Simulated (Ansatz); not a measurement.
The start is a generated trial cell of BW2 in the AFLOW prototype A2B_tP6_136_f_a (C4, as in TiO2). A full variable-cell relaxation at zero pressure is run with PBE (plane waves to 420 eV, PAW, scalar-relativistic; Ansatz, a first-principles code). The first steps use a coarse 5×5×7 k-mesh.

Starting cell:
```
BW2
1.0
    5.25420     0.00000     0.00000
    0.00000     5.25420     0.00000
    0.00000     0.00000     3.38373
B W
2 4
Cartesian
  0.00000   0.00000   0.00000
  2.62710   2.62710   1.69187
  1.60232   1.60232   0.00000
  4.22942   1.02478   1.69187
  1.02478   4.22942   1.69187
  3.65188   3.65188   0.00000
```

```yaml
energy_released: 0.24 eV/atom
volume_change: -13.1 %, from 15.57 to 13.53 Å³/atom
Shortest distances (start → end): "The closest pairs of elements (up to four, under 3.6 Å), start → end: B–W 2.23 → 2.13 Å; W–W 2.90 → 2.98 Å; B–B 3.38 → 3.10 Å"
band_gap_at_the_end: zero (metallic)
optimiser_moves: 13
```

Final values are on a 9×9×15 k-mesh of the relaxed cell. No spin polarisation in the result.

The run could not lose the symmetry of its start, so the end can be a saddle point.

The relaxed structure here is a generated cell of BW2: the first start was made by placing the elements on the sites of a structure type, and the end was not matched to a known phase here, so it may be hypothetical.
